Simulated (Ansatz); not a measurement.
Relaxed-ion elastic tensor of PRu (CsCl type, Pm-3m) in GPa (Voigt order), the program Ansatz at the PBEsol level (PAW); density 8.85 g/cm³, 12.39 Å³ per atom.

|  | 1 | 2 | 3 | 4 | 5 | 6 |
|---|---|---|---|---|---|---|
| 1 | 386 | 209 | 209 | 0.0 | 0.0 | 0.0 |
| 2 | 209 | 386 | 209 | 0.0 | 0.0 | 0.0 |
| 3 | 209 | 209 | 386 | 0.0 | 0.0 | 0.0 |
| 4 | 0.0 | 0.0 | 0.0 | 127 | 0.0 | 0.0 |
| 5 | 0.0 | 0.0 | 0.0 | 0.0 | 127 | 0.0 |
| 6 | 0.0 | 0.0 | 0.0 | 0.0 | 0.0 | 127 |

### Question
Is the crystal mechanically stable?

### Answer
Yes: the smallest eigenvalue of C is 127 GPa.

### Question
Work out the Voigt, Reuss and Hill averages.

### Answer
K_V = 268, K_R = 268, K_H = 268; G_V = 111, G_R = 108, G_H = 110 GPa.

### Question
Give Young's modulus, Poisson's ratio, Pugh's ratio and the universal anisotropy index.

### Answer
E = 9KG/(3K + G) = 290 GPa; ν = 0.32; K/G = 2.44 (ductile by the Pugh limit of 1.75); A_U = 5G_V/G_R + K_V/K_R − 6 = 0.16.

### Question
Estimate the sound speeds and the Debye temperature.

### Answer
v_l = √((K + 4G/3)/ρ) = 6840 m/s, v_t = √(G/ρ) = 3520 m/s, mean 3940 m/s; Θ = (h/k)(3n/4πV)^(1/3) v_m = 507 K.

### Question
Give the Zener ratio and Young's modulus along [100], [110] and [111].

### Answer
A = 2C44/(C11 − C12) = 1.44; 1/E = S11 − 2(S11 − S12 − S44/2)Γ with Γ = 0, 1/4, 1/3 gives 239, 300, 329 GPa.

A made-up cell: these elements were put on the sites of a structure type; neither database checked (COD, Materials Project) lists it. Its standing as an ambient phase is unchecked. The cell was relaxed with PBEsol under the symmetry of its start; whether a distortion lowers the energy is not shown. No spin polarisation was allowed. As this level gives no gap, shear constants depend on the k-mesh and smearing (Fermi–Dirac, 0.1 eV here). On the denser mesh and wider smearing of the elastic run this cell carries a stress of 0.5 GPa.

Potentials: the earlier of the program's two PAW sets. The files were generated under PBE; for other functionals the program regenerates the frozen cores, and for LDA and PBEsol the local potential too.
